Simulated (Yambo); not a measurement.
Yambo run on CaO (rock salt, space group Fm-3m, No. 225). The wavefunctions are PBEsol (pw.x of Quantum ESPRESSO, ONCV potentials, scalar-relativistic) ones on a 6×6×6 mesh (8 occupied bands); a = 3.368 Å, b = 3.368 Å, c = 3.368 Å, α = 60.00°, β = 60.00°, γ = 60.00°.

Yambo input:

```
rim_cut
gw0
dyson
el_el_corr
HF_and_locXC
cohsex
em1s
RandQpts= 1000000
RandGvec= 1 Ry
EXXRLvcs= 84 Ry
VXCRLvcs= 336 Ry
Chimod= "HARTREE"
% BndsRnXs
 1 | 64 |
%
NGsBlkXs= 10 Ry
% LongDrXs
 1.0 | 1.0 | 1.0 |
%
ExtendOut
% QPkrange
 1 | 1 | 8 | 8 |
 13 | 13 | 8 | 9 |
%
```

k points by index: 1 = Γ, 13 = X.

The o-*.qp file then holds:

```
#    K-point    Band    Eo [eV]    E [eV]    E-Eo [eV]    Vxc [eV]    Vnlxc [eV]    Sc|Eo [eV]    Re(Z)    Im(Z)
#
    1    8    0.000000    -3.680310    -3.680310    -19.25667    -24.58239    1.645406    1.000000    0.000000
    13    8    -0.370442    -4.102743    -3.732301    -18.83502    -24.29280    1.725481    1.000000    0.000000
    13    9    3.549262    3.579590    0.030329    -11.60160    -5.966454    -5.604815    1.000000    0.000000
```
(The two width columns are left out.) Convergence of these settings isn't established.

Geometry relaxed with PBEsol.
